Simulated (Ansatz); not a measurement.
CaF$_{2}$:
```xyz
6
Lattice="3.6394 0.0000 0.0000 -1.8197 3.1518 0.0000 0.0000 0.0000 7.2294" Properties=species:S:1:pos:R:3 pbc="T T T"
Ca     0.0000     2.1012     1.8074
Ca     1.8197     1.0506     5.4221
F      0.0000     2.1012     4.2807
F      1.8197     1.0506     0.6660
F      1.8197     1.0506     2.9487
F      0.0000     2.1012     6.5634
```

Relaxed with r²SCAN.

Give the Bader charges and basin volumes of the independent atoms, the program Ansatz at the r²SCAN level (PAW).



```
atom  Bader charge (e)  Bader volume (Å³)
----  ----------------  -----------------
Ca1              +1.68               12.8
F3               -0.84               14.3
```

Space group P6_3/mmc. The start of the workflow was typed in or built on a structure type; neither database checked (COD, Materials Project) lists it. It is not the phase usual at ambient conditions (space group No. 225). Symmetry was held in the r²SCAN relaxation; whether a distortion lowers the energy is not shown.

Potentials: the earlier of the program's two PAW sets. The files were generated under PBE; for other functionals the program regenerates the frozen cores, and for LDA and PBEsol the local potential too.
